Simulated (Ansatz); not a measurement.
**Relaxing BiAu in the rocksalt type**

First guess:

```
CELL_PARAMETERS angstrom
0.00000 2.95726 2.95726
2.95726 0.00000 2.95726
2.95726 2.95726 0.00000
ATOMIC_POSITIONS crystal
Au 0.00000 0.00000 0.00000
Bi 0.50000 0.50000 0.50000
```

All numbers below come from DFT, PBE, PAW with Ansatz's default frozen-core files, scalar-relativistic (Ansatz 0.2.0).

Cell and atoms relax within the symmetry of the start on a 12×12×12 k mesh with 0.03 eV Fermi–Dirac smearing.

The start is built from a prototype, known or not as a phase of this compound; the cutoff is 420 eV.

No spin–orbit coupling, which matters for the heavy atoms here.

(1) What is the pressure of the first guess?

(2) What does it relax to?

(3) How much energy does the relaxation release?

## Answers

(1) 1.16 GPa.

(2) a = 5.945 Å, b = 5.945 Å, c = 5.945 Å, α = 90.00°, β = 90.00°, γ = 90.00° (conventional cell), 26.26 Å³ per atom:
```cif
data_structure
_symmetry_space_group_name_H-M 'Fm-3m'
_symmetry_Int_Tables_number 225
_cell_length_a 5.9449
_cell_length_b 5.9449
_cell_length_c 5.9449
_cell_angle_alpha 90.000
_cell_angle_beta 90.000
_cell_angle_gamma 90.000
_cell_volume 210.10
loop_
_atom_site_label
_atom_site_type_symbol
_atom_site_symmetry_multiplicity
_atom_site_Wyckoff_symbol
_atom_site_fract_x
_atom_site_fract_y
_atom_site_fract_z
_atom_site_occupancy
Au1 Au 4 a 0.00000 0.00000 0.00000 1
Bi1 Bi 4 b 0.50000 0.00000 0.00000 1
```

(3) 1 meV/atom.
